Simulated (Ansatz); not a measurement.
Y₆WO₁₂ in space group R-3 (No. 148; Y on 18f, W on 3a, O on 18f, O on 18f), PBE (plane waves, PAW; program Ansatz), all energies at zero smearing, with the estimated change up to a 700 eV cutoff added, with one set of potentials and settings (totals compare only within such a set). Cell of 19 atoms (6 Y, 1 W, 12 O): -40320.040 eV.

| element | reference phase | E (eV/atom) |
|---|---|---|
| Y | P6_3/mmc, 2 atoms in the cell | -3848.6668 |
| W | Im-3m, 1 atoms in the cell | -10384.8193 |
| O | C2/m, 4 atoms in the cell, spin-polarised | -565.0000 |

Formation energy per atom, worked out: (-40320.040 − 6×(-3848.6668) − 1×(-10384.8193) − 12×(-565.0000))/19 = -3.327 eV/atom (-321 kJ per mol of atoms), at 0 K, without zero-point energy or fitted corrections.

The first step of the workflow began from a Materials Project structure, measured or hypothetical; the Crystallography Open Database files this formula in space group No. 148, but the cells were not matched. Whether it is the stable phase at ambient conditions was not checked. The cell was relaxed with PBE under the symmetry of its start; whether a distortion lowers the energy is not shown. The run is not spin-polarised. No Hubbard U is applied. The references are the lowest solids computed at this level, not always the standard phases (solids in place of the gases). Scalar-relativistic: spin–orbit coupling is off unless named, which matters more the heavier the elements.

Potentials: the later of the program's two PAW sets.
